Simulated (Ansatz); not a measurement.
## Zone-centre phonons of ScAl$_{2}$: input and output

All numbers below come from DFT LDA, scalar-relativistic, plane waves, PAW (Ansatz).

Launched with:
```bash
ansatz run input.yaml --threads 2 --pin off --max-ram 6144MiB --backend cpu --events-out ev --progress --plain --runs-dir out
```

Input (bare energies are in eV):
```yaml
crystal:
  lattice:
    - [0.0, 3.7270540832, 3.7270540832]
    - [3.7270540832, 0.0, 3.7270540832]
    - [3.7270540832, 3.7270540832, 0.0]
  atoms:
    - { symbol: Sc, position: [0.5, 0.5, 0.5] }
    - { symbol: Sc, position: [0.75, 0.75, 0.75] }
    - { symbol: Al, position: [0.125, 0.125, 0.125] }
    - { symbol: Al, position: [0.625, 0.125, 0.125] }
    - { symbol: Al, position: [0.125, 0.625, 0.125] }
    - { symbol: Al, position: [0.125, 0.125, 0.625] }
basis:
  ecutwfc: 420
kpoints:
  mp_grid: { grid: [8, 8, 8] }
hamiltonian:
  xc: lda
scf:
  occupations: { method: fermi_dirac, width: 0.15 }
output:
  eigenvalues: true
phonons:
  method: dfpt
  eigenvectors: true
```

Results section of the output:
```
--- Phonons (Γ-DFPT): 2 representative perturbations + reference, on 150 of 512 k-points (Σ response iterations 6) ---
  k mesh reduced under 2 symmetry operations, with k and −k counted as one. Each operation leaves every solved perturbation unchanged. A smaller set is not used because it would not reduce the number of displacements ...
  ASR residual: 2.381e-3 → 0.000e0 eV/Å²; symmetrization residual: 3.036e-6 eV/Å²
  ASR residual per site (eV/Å²): 2.38e-3 2.38e-3 1.15e-5 1.15e-5 1.15e-5 1.15e-5
  Γ frequencies (cm⁻¹): 0.00 0.00 0.00 159.58 159.58 159.58 196.84 196.84 196.84 207.29 207.29 207.29 270.19 270.19 359.42 359.42 359.42 482.12
  non-analytic LO–TO correction: not included (Born effective charges unavailable; polar crystals: no LO–TO splitting at Γ)
```

Time: 68 s on 2 threads of Intel(R) Xeon(R) Platinum 8259CL CPU @ 2.50GHz (Skylake/Cascade Lake) (shared host), peak memory 1.6 GiB.

In a metal, frequencies and elastic constants depend on the k mesh and the smearing, soft modes and shear constants most.